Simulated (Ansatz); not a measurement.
## Does this entry for Na2CO3 lie near equilibrium?

The cell is a structure deposited in the COD, atoms as given.

Space group C2/m (No. 12); a = 8.8980, b = 5.2370, c = 5.9960 Å, β = 101.87°.

| site | Wyckoff | site symmetry | x | y | z |
| --- | --- | --- | --- | --- | --- |
| Na1 | 2a | 2/m | 0.0000 | 0.0000 | 0.0000 |
| Na2 | 2c | 2/m | 0.0000 | 0.0000 | 0.5000 |
| Na3 | 4i | m | 0.6713 | 0.0000 | 0.7478 |
| C | 4i | m | 0.6645 | 0.0000 | 0.2489 |
| O7 | 8j | 1 | 0.6018 | 0.7935 | 0.2867 |
| O11 | 4i | m | 0.7894 | 0.0000 | 0.1747 |

One atom of each set is listed; the run and its k-mesh use a cell of 12 atoms with edges of 5.16, 5.16, 6.00 Å.

All values are calculated (Ansatz; DFT, PBE, plane waves and PAW, scalar-relativistic, 420 eV cutoff, Γ-centred 5×5×4 k-points, Fermi–Dirac smearing 0.02 eV), not measured.

Task: Do the atoms and the cell lie near the calculated equilibrium?

Result: No. The largest force is 2.5 eV/Å, on atom 7 (O: 1 C at 1.26 Å; also 5 Na at 2.30–2.91 Å), and the pressure is 8.0 GPa, with principal stresses up to 14 GPa in size. The atoms have to be relaxed before gradients are taken from this entry.
